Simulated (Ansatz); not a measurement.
Relaxed-ion elastic tensor of SiO₂ (rutile, space group No. 136) in GPa (Voigt order), plane-wave PAW PBE (Ansatz code); density 4.13 g/cm³, 8.05 Å³ per atom.

|  | 1 | 2 | 3 | 4 | 5 | 6 |
|---|---|---|---|---|---|---|
| 1 | 386 | 162 | 177 | 0.0 | 0.0 | 0.0 |
| 2 | 162 | 386 | 177 | 0.0 | 0.0 | 0.0 |
| 3 | 177 | 177 | 691 | 0.0 | 0.0 | 0.0 |
| 4 | 0.0 | 0.0 | 0.0 | 227 | 0.0 | 0.0 |
| 5 | 0.0 | 0.0 | 0.0 | 0.0 | 227 | 0.0 |
| 6 | 0.0 | 0.0 | 0.0 | 0.0 | 0.0 | 285 |

Problem. Is the crystal mechanically stable?

Solution. Yes: the smallest eigenvalue of C is 224 GPa.

Problem. Work out the Voigt, Reuss and Hill averages.

Solution. K_V = 277, K_R = 259, K_H = 268; G_V = 211, G_R = 188, G_H = 200 GPa.

Problem. Give Young's modulus, Poisson's ratio, Pugh's ratio and the universal anisotropy index.

Solution. E = 9KG/(3K + G) = 480 GPa; ν = 0.20; K/G = 1.34 (brittle by the Pugh limit of 1.75); A_U = 5G_V/G_R + K_V/K_R − 6 = 0.66.

Problem. Estimate the sound speeds and the Debye temperature.

Solution. v_l = √((K + 4G/3)/ρ) = 11400 m/s, v_t = √(G/ρ) = 6950 m/s, mean 7670 m/s; Θ = (h/k)(3n/4πV)^(1/3) v_m = 1140 K.

Problem. How much does each axis shrink under pressure?

Solution. Linear compressibilities β_i = Σ_j S_ij (j = 1 to 3): x 1.6, y 1.6, z 0.61 per TPa.

Space group P4_2/mnm (rutile). This is a known high-pressure phase of the composition, computed here at zero pressure and temperature. The PBE relaxation kept the symmetry of its start; phonons on a q-mesh show no instability.

Potentials: the later of the program's two PAW sets.
